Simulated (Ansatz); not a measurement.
InAs:
```
InAs
1.0
    4.31044     0.00000     0.00000
   -2.15522     3.73295     0.00000
    0.00000     0.00000     7.08282
In As
2 2
Cartesian
  2.15522   1.24432   3.54531
  0.00000   2.48863   0.00390
  2.15522   1.24432   6.19711
  0.00000   2.48863   2.65570
```

Relaxed with r²SCAN. Special points in fractions of this cell's reciprocal vectors: Γ (0.000, 0.000, 0.000); M (0.500, 0.000, 0.000); K (0.333, 0.333, 0.000); A (0.000, 0.000, 0.500); L (0.500, 0.000, 0.500); H (0.333, 0.333, 0.500).

Q: List the band energies nearest the valence-band maximum at these points for DFT-r²SCAN with spin–orbit coupling in the program Ansatz with PAW potentials.

A: In eV from the valence-band maximum; about four levels below and three above (degenerate sets whole), none deeper than 8.9 eV; points with the same levels are listed once.

| k | below | above |
|---|---|---|
| Γ | -0.08 -0.08 0.00 0.00 | 0.04 0.04 0.92 0.92 |
| M | -2.04 -2.04 -1.12 -1.12 | 1.79 1.79 2.30 2.30 |
| K | -2.65 -2.65 -2.65 -2.38 -2.38 | 2.68 2.68 4.14 |
| A | -0.57 -0.57 -0.57 -0.57 | 1.47 1.47 1.47 1.47 |
| L | -1.84 -1.84 -1.84 -1.84 | 1.58 1.58 1.58 1.58 |
| H | -1.62 -1.62 -1.56 -1.56 | 2.32 2.32 2.38 2.38 |

Space group P6_3mc (wurtzite). The first step of the workflow began from a Materials Project structure, measured or hypothetical; the Crystallography Open Database copy checked does not list it. It is not the phase usual at ambient conditions (space group No. 216). The r²SCAN relaxation kept the symmetry of its start; whether a distortion lowers the energy is not shown.

Potentials: the later of the program's two PAW sets.
